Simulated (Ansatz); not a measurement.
GeSe:
Space group Pnma (No. 62); a = 7.758 Å, b = 3.840 Å, c = 5.829 Å, α = β = γ = 90.00°

```tsv
atom	site	symmetry	x	y	z
Ge	4c	.m.	0.0114	0.7500	0.2752
Se	4c	.m.	0.3205	0.2500	0.3891
```

This is the PBEsol-relaxed structure.

Q: All from DFT-PBEsol in the program Ansatz with PAW potentials, unless another level is named. Estimate the smallest direct gap on the standard path.

A: 0.83 eV.

Q: Next, the electron effective mass with spin–orbit coupling?

A: 0.11, 0.13, 0.28 mₑ (principal values).

Q: Next, the band gap?

A: 0.33 eV (indirect).

Q: Next, the hole effective mass with spin–orbit coupling?

A: 0.31, 0.44, 5.9 mₑ (principal values).

Symmetry was held in the PBEsol relaxation. The volume moved by 33 % from the start of the relaxation. Scalar-relativistic: spin–orbit coupling is off unless named, which matters more the heavier the elements.

Potentials: the later of the program's two PAW sets.
